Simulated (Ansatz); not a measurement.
AlCu₅: computed properties

Theory: DFT PBE, scalar-relativistic, plane waves, PAW (Ansatz 0.2.0).

Settings: cutoff 420 eV, Γ-centred mesh 14×12×6 on the computed 6-atom cell, Gaussian smearing of 0.10 eV; no spin polarisation.

The structure is relaxed at this level of theory with its symmetry kept, and needn't be the ground state of this composition.

```xyz
6
Lattice="2.6553 0.0000 0.0000 0.0000 3.5755 0.0000 0.0000 0.0000 7.8353" Properties=species:S:1:pos:R:3 pbc="T T T"
Al    1.3277    1.7878    0.0000
Cu    0.0000    0.0000    6.5000
Cu    0.0000    0.0000    1.3352
Cu    1.3277    1.7878    2.6350
Cu    0.0000    0.0000    3.9176
Cu    1.3277    1.7878    5.2002
```

Question: Formation energy from the elements' standard states (uncorrected)?

Answer: -0.088 eV/atom.

Question: Kohn–Sham band gap?

Answer: none (metal).

Question: Density of states at the Fermi level?

Answer: 1.8 states/eV per cell.

Question: Orbital (Löwdin) character within 0.5 eV of the Fermi level?

Answer: Cu 3d 29 %, Cu 4s 28 %, Al 3p 21 %, unprojected 17 %.

Question: Bader charge by site (e)?

Answer: Al (1 in the cell) 1.21, Cu (2 in the cell) -0.50, Cu (2 in the cell) -0.10, Cu (1 in the cell) -0.01.

The cell was found from a structure generator's guess, not taken from experiment. Löwdin shares on free-atom orbitals overweight diffuse shells.
